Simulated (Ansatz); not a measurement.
CuCl (CsCl type, Pm-3m), DFT-PBE in the program Ansatz with PAW potentials, all energies at zero smearing, with the estimated change up to a 700 eV cutoff added, with one set of potentials and settings (totals compare only within such a set). Cell of 2 atoms (1 Cu, 1 Cl): -7704.560 eV.

```
element             reference phase  E (eV/atom)
-------  --------------------------  -----------
Cu       Fm-3m, 1 atoms in the cell   -6625.1757
Cl        Cmce, 4 atoms in the cell   -1079.4982
```

Formation energy per atom, worked out: (-7704.560 − 1×(-6625.1757) − 1×(-1079.4982))/2 = 0.057 eV/atom (5 kJ per mol of atoms), at 0 K, without zero-point energy or fitted corrections.

The start of the workflow was typed in or built on a structure type; neither database checked (COD, Materials Project) lists it. It is not the phase usual at ambient conditions (space group No. 216). The PBE relaxation kept the symmetry of its start; its stability against distortions is not shown here. The workflow began spin-polarised and lost its moments. The references are the lowest solids computed at this level, not always the standard phases (solids in place of the gases).

Potentials: the later of the program's two PAW sets.
